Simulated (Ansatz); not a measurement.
NaHO:
```cif
data_H2Na2O2
_chemical_formula_sum 'Na2 H2 O2'
_space_group_name_H-M_alt 'P 1'
_space_group_IT_number 1
_cell_length_a 5.70426
_cell_length_b 5.70426
_cell_length_c 3.37060
_cell_angle_alpha 90.000
_cell_angle_beta 90.000
_cell_angle_gamma 145.276
loop_
_space_group_symop_operation_xyz
  'x, y, z'
loop_
_atom_site_label
_atom_site_type_symbol
_atom_site_fract_x
_atom_site_fract_y
_atom_site_fract_z
_atom_site_occupancy
Na1 Na 0.34056 0.65944 0.75000 1
Na2 Na 0.65944 0.34056 0.25000 1
H1 H 0.03977 0.96023 0.75000 1
H2 H 0.96023 0.03977 0.25000 1
O1 O 0.87077 0.12923 0.25000 1
O2 O 0.12923 0.87077 0.75000 1
```

Relaxed with PBEsol.

Question: Tabulate the valence density and the electron localisation function along the shortest Na–O contact (2.30 Å), PBEsol in the plane-wave PAW code Ansatz.

Answer: 

```csv
distance from Na (Å),density (e/Å³),ELF
0.23,16.07,0.33
0.35,11.21,0.48
0.46,6.28,0.59
0.58,2.69,0.62
0.69,0.89,0.51
0.81,0.33,0.24
0.92,0.19,0.05
1.04,0.14,0.02
1.15,0.16,0.08
1.27,0.24,0.29
1.38,0.38,0.56
1.50,0.65,0.72
1.61,1.14,0.78
1.73,2.02,0.80
1.84,3.33,0.77
1.96,4.89,0.69
2.07,6.35,0.52
```

The density is the valence pseudo-density with augmentation charge, so density and ELF within about 1 Å of a nucleus are not all-electron values.

Space group Cmcm. The first step of the workflow began from a Materials Project structure, measured or hypothetical; the Crystallography Open Database copy checked does not list it. COD files the formula under space group No. 11. Its standing as an ambient phase is unchecked. Symmetry was held in the PBEsol relaxation; whether a distortion lowers the energy is not shown.

Potentials: the later of the program's two PAW sets.
